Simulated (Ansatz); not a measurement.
GaIr (CsCl type, Pm-3m), r²SCAN in the plane-wave PAW code Ansatz, all energies at zero smearing, with the estimated change up to a 700 eV cutoff added, with one set of potentials and settings (totals compare only within such a set). Cell of 2 atoms (1 Ir, 1 Ga): -15739.855 eV.

```csv
element,reference phase,E (eV/atom)
Ir,"Fm-3m, 1 atoms in the cell",-11948.7272
Ga,"Cmce, 4 atoms in the cell",-3790.2689
```

Formation energy per atom, worked out: (-15739.855 − 1×(-11948.7272) − 1×(-3790.2689))/2 = -0.430 eV/atom (-41 kJ per mol of atoms), at 0 K, without zero-point energy or fitted corrections.

The workflow started from an entry of the Crystallography Open Database (COD). Whether it is the stable phase at ambient conditions was not checked. The cell was relaxed with r²SCAN under the symmetry of its start; its stability against distortions is not shown here. No spin polarisation was allowed. The references are the lowest solids computed at this level, not always the standard phases. Scalar-relativistic: spin–orbit coupling is off unless named, which matters more the heavier the elements.

Potentials: the later of the program's two PAW sets.
